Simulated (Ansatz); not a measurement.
SiGe3:
```xyz
4
Lattice="3.9667 0.0000 0.0000 0.0000 3.9667 0.0000 0.0000 0.0000 5.6001" Properties=species:S:1:pos:R:3 pbc="T T T"
Si     0.0000     0.0000     0.0000
Ge     1.9834     0.0000     1.3684
Ge     1.9834     1.9834     2.8000
Ge     0.0000     1.9834     4.2317
```

Relaxed with r²SCAN. Special points in fractions of this cell's reciprocal vectors: Γ (0.000, 0.000, 0.000); X (0.000, 0.500, 0.000); M (0.500, 0.500, 0.000); Z (0.000, 0.000, 0.500); R (0.000, 0.500, 0.500); A (0.500, 0.500, 0.500).

### Question
List the band energies nearest the valence-band maximum at these points for DFT-r²SCAN with spin–orbit coupling in the program Ansatz with PAW potentials.

### Answer
In eV from the valence-band maximum; about four levels below and three above (degenerate sets whole), none deeper than 8.9 eV; points with the same levels are listed once.

```csv
k,below,above
Γ,-0.03 -0.03 0.00 0.00,0.84 0.84 0.88 0.88
X,-1.79 -1.79 -1.48 -1.48,2.15 2.15 2.48 2.48
M,-3.22 -3.22 -3.18 -3.18,0.64 0.64 0.83 0.83
Z,-2.06 -2.06 -2.03 -2.03,0.95 0.95 1.36 1.36
R,-1.48 -1.48 -1.31 -1.31,0.49 0.49 0.97 0.97
A,-4.08 -4.08 -4.08 -4.08,4.55 4.55 4.60 4.60
```

Space group P-4m2. The start of the workflow was typed in or built on a structure type; neither database checked (COD, Materials Project) lists it. Whether it is the stable phase at ambient conditions was not checked. The cell was relaxed with r²SCAN under the symmetry of its start; its stability against distortions is not shown here.

Potentials: the earlier of the program's two PAW sets.
